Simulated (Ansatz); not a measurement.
**W: pressure against volume**

W, Pm-3n, a = 5.032 Å. This isn't the element's structure at ambient conditions. Ansatz: PBEsol, PAW, 420 eV, Γ-centred 8×8×8 mesh on 8 atoms, Gaussian smearing 0.10 eV; no spin polarisation. Symmetry fixes shape and atoms, so the cell is only scaled; pressure is positive in compression.

```tsv
V (Å³/atom)	P (GPa)
14.016	52.93
14.494	?
14.972	22.40
15.450	10.33
15.927	0.00
16.405	-8.83
16.883	-16.37
17.520	-24.71
```

**Question.** Take V0 = 15.927 Å³/atom, fit the third-order Birch–Murnaghan form to the other rows, and predict the missing pressure.

**Answer.** With the Eulerian strain f = ½[(V0/V)^(2/3) − 1] and y = P/[3f(1 + 2f)^(5/2)], the form is the line y = B0 + 1.5 B0 (B0′ − 4) f. Rows (f, y): 0.04447, 320.6; 0.02104, 320.1; 0.01024, 319.6; -0.00976, 316.8; -0.01906, 315.5; -0.03079, 313.6. Means f = 0.002690, y = 317.70; Σ(Δf)² = 0.003888, ΣΔfΔy = 0.3759; the slope is their ratio. y = 317.4 + 96.67 f GPa, so B0 = 317.4 GPa and B0′ = 4 + 2 × (96.67)/(3 × 317.4) = 4.20. At V = 14.494, f = 0.03244, y = 320.54 and P = 36.50 GPa. The run gave 36.49 GPa, so the fit is 0.01 GPa too high, within the rms miss on the fitted rows (0.08 GPa).

Spin–orbit coupling is left out, which can shift energies with elements as heavy as these.